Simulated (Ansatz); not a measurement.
**Regular-solution view of (In,Tl) in the structure of In₂GaAs₃**

The calculation used Ansatz 0.2.0, DFT PBEsol, scalar-relativistic, plane waves, PAW. Run with 420 eV cutoff, 6×6×6 k-mesh, Gaussian smearing of 0.10 eV, no spin polarisation.

The relaxed crystal:

```
In Ga As
1.0
    -4.19519   -4.19519    0.00000
    -4.19519    4.19519    0.00000
     2.09759    2.09759   -8.95857
In Ga As
4 2 6
Direct
  0.16281 0.50000 0.32561
  0.66281 0.00000 0.32561
  0.83719 0.50000 0.67439
  0.33719 0.00000 0.67439
  0.50000 0.50000 0.00000
  0.00000 0.00000 0.00000
  0.00000 0.25000 0.50000
  0.50000 0.75000 0.50000
  0.17502 0.75000 0.85004
  0.67502 0.25000 0.85004
  0.82498 0.75000 0.14996
  0.32498 0.25000 0.14996
```

Tl takes some of the 4 In sites (atoms counted from 1 above); cell and atoms relax within the symmetry of each ordered start. Mixing energies are taken at zero smearing, per mixed site, over the two end members in this structure (I-4m2 (119); 26.28 and 27.54 Å³/atom), which needn't be the usual structure of either.

Spin-orbit coupling is left out, which matters for the bands and energies of heavy elements.

The lowest cell of each fraction:

| x(Tl) | sites with Tl | ΔH (meV/site) |
| --- | --- | --- |
| 0.250 | 3 | 3.8 |
| 0.500 | 3 4 | 5.1 |
| 0.750 | 1 2 3 | 4.0 |

Q: Read these as a regular solution, ΔH = Ω x(1 − x). What Ω does each fraction give, and does one Ω describe them?

A:
```
x(Tl) x(1 − x)  Ω (meV) ideal entropy (k_B/site)
0.250    0.1875       21                     0.562
0.500    0.2500       20                     0.693
0.750    0.1875       22                     0.562
```

A least-squares fit gives Ω = 21 meV. The values lie close, so the parabola is a fair summary.

Q: What does that say about mixing at finite temperature?

A: Ω > 0 means a miscibility gap at low temperature. With ideal entropy the free energy Ωx(1 − x) + k_BT[x ln x + (1 − x) ln(1 − x)] loses its double well at T_c = Ω/2k_B = 120 K. At 1000 K the spinodal, x(1 − x) = k_BT/2Ω, has no solution, so the solution is stable at all fractions. The end members differ by 1.6 % in mean lattice spacing, so size alone isn't the obvious source of Ω. The estimate takes small ordered cells for a random alloy and leaves out vibrations, short-range order, melting and other structures, so it gives a scale, not a phase diagram.

Cost: 6 runs of about 36 core-minutes in all, on Intel Xeon 6975P-C (Granite Rapids) (shared hosts).